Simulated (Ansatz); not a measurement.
WSe₂:
```
WSe2
1.0
    3.27906     0.00000     0.00000
   -1.63953     2.83975     0.00000
    0.00000     0.00000    12.78635
W Se
2 4
Cartesian
  1.63953   0.94658   3.19659
  0.00000   1.89317   9.58976
  0.00000   1.89317   4.88078
  1.63953   0.94658   7.90557
  1.63953   0.94658  11.27396
  0.00000   1.89317   1.51240
```

Relaxed with PBE+D3(BJ).

Give the optical modes at the zone centre with their infrared activity from DFPT, plane-wave PAW PBE+D3(BJ) (Ansatz code).

Transverse frequencies, without the LO–TO term; a row sums one degenerate level.

```
ω (cm⁻¹)  degeneracy  IR ((D/Å)²/amu)     activity  symmetry
--------  ----------  ---------------  -----------  --------
26                 2             0.00  IR-inactive       E2g
45                 1             0.00  IR-inactive       B1g
171                2             0.00  IR-inactive       E2u
173                2             0.00  IR-inactive       E1g
243                2             0.00  IR-inactive       E2g
243                2             1.68           IR       E1u
245                1             0.00  IR-inactive       B2u
251                1             0.00  IR-inactive       A1g
302                1             0.38           IR       A2u
306                1             0.00  IR-inactive       B1g
```

How high does the top mode go among those that the LO–TO term moves?

245 cm⁻¹ for q along x, 245 cm⁻¹ for q along y, 304 cm⁻¹ for q along z.

Space group P6_3/mmc. Symmetry was held in the PBE+D3(BJ) relaxation; phonons on a q-mesh show no instability. The run is not spin-polarised. Scalar-relativistic: spin–orbit coupling is off unless named, which matters more the heavier the elements.

Potentials: the later of the program's two PAW sets.
